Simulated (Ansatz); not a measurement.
MgCd3S4: zone-centre modes

These are results of Ansatz, DFT PBE, scalar-relativistic, plane waves, PAW, not measurements. Cutoff 420 eV, 6×6×6 k-points (Γ-centred), fixed occupations. No spin polarisation. Phonons by linear response, acoustic sum rule imposed.

Relaxed structure:
```
CELL_PARAMETERS angstrom
5.86744 0.00000 0.00000
0.00000 5.86744 0.00000
0.00000 0.00000 5.86744
ATOMIC_POSITIONS crystal
Mg 0.50000 0.50000 0.50000
Cd 0.00000 0.00000 0.50000
Cd 0.00000 0.50000 0.00000
Cd 0.50000 0.00000 0.00000
S 0.74351 0.74351 0.74351
S 0.74351 0.25649 0.25649
S 0.25649 0.74351 0.25649
S 0.25649 0.25649 0.74351
```

The cell was found from a structure generator's guess, not taken from experiment. The run warned that its linear response isn't converged on this k mesh, so dielectric tensors, Born charges and infrared intensities are rough, and the frequencies may be too.

Q: Is this structure stable against zone-centre distortions?

A: Yes, at Γ: no optical mode is imaginary. Strains and other wave vectors aren't tested by this run.

Q: List the optical modes at Γ without the LO field (i marks imaginary ones).

A:
| frequency (cm⁻¹) | degeneracy | IR intensity of the level ((D/Å)²/amu) |
| --- | --- | --- |
| 55 | 3 | 0.00 |
| 76 | 3 | 0.27 |
| 180 | 3 | 6.94 |
| 233 | 3 | 31.07 |
| 257 | 3 | 0.00 |
| 273 | 2 | 0.00 |
| 274 | 1 | 0.00 |
| 315 | 3 | 19.97 |
